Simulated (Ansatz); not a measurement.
TaTe (CsCl type, space group No. 221) under volume change, PBE (plane waves, PAW; program Ansatz), scaled uniformly.

```tsv
V (Å³/atom)	E − E(relaxed) (meV/atom)	P (GPa)
18.187	[?]	[?]
18.786	36.6	10.37
19.386	8.6	4.75
19.986	0.0	0.00
20.585	7.7	-4.00
21.185	29.1	-7.35
21.784	[?]	[?]
```

Problem. Some entries are withheld; supply them.

Solution. 
- 18.187, E − E(relaxed) (meV/atom): 87.6
- 18.187, P (GPa): 17.05
- 21.784, E − E(relaxed) (meV/atom): 62.0
- 21.784, P (GPa): -10.16

Problem. What does a third-order Birch–Murnaghan fit give for V₀, B₀ and B′?

Solution. V₀ = 19.99 Å³/atom, B₀ = 145 GPa, B′ = 4.7.

Space group Pm-3m (CsCl type). The start of the workflow was typed in or built on a structure type; neither database checked (COD, Materials Project) lists it. Its standing as an ambient phase is unchecked. Symmetry was held in the PBE relaxation; whether a distortion lowers the energy is not shown. No spin polarisation was allowed. Its formation energy is positive at this level, so the cell may be metastable or incomplete. Spin–orbit coupling is left out wherever it is not named.

Potentials: the earlier of the program's two PAW sets.
